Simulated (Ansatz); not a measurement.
Values for one crystal, relaxed and computed with r²SCAN in the plane-wave PAW code Ansatz; other levels are named.

- Volume per atom: 12.39 Å³
- Band gap: 1.80 eV (indirect)
- HSE06 gap on the r²SCAN cell: 2.27 eV
- Hill bulk and shear moduli: 112 and 34.6 GPa
- Young's modulus: 94.2 GPa
- Smallest direct gap on the standard path: 4.04 eV
- Electron effective mass: 0.33, 0.56, 0.56 mₑ (principal values)

### Question
Pick the material that matches.
A. ZnO, NiAs type
B. BeS, NiAs type
C. MgS, rock salt
D. PbS, rock salt

### Answer
B, BeS, NiAs type

Space group P6_3/mmc (NiAs type). The start of the workflow was typed in or built on a structure type; neither database checked (COD, Materials Project) lists it. COD files the formula under space group No. 216, so this cell is another polymorph or a model. Its standing as an ambient phase is unchecked. The r²SCAN relaxation kept the symmetry of its start; whether a distortion lowers the energy is not shown.

Potentials: the earlier of the program's two PAW sets.
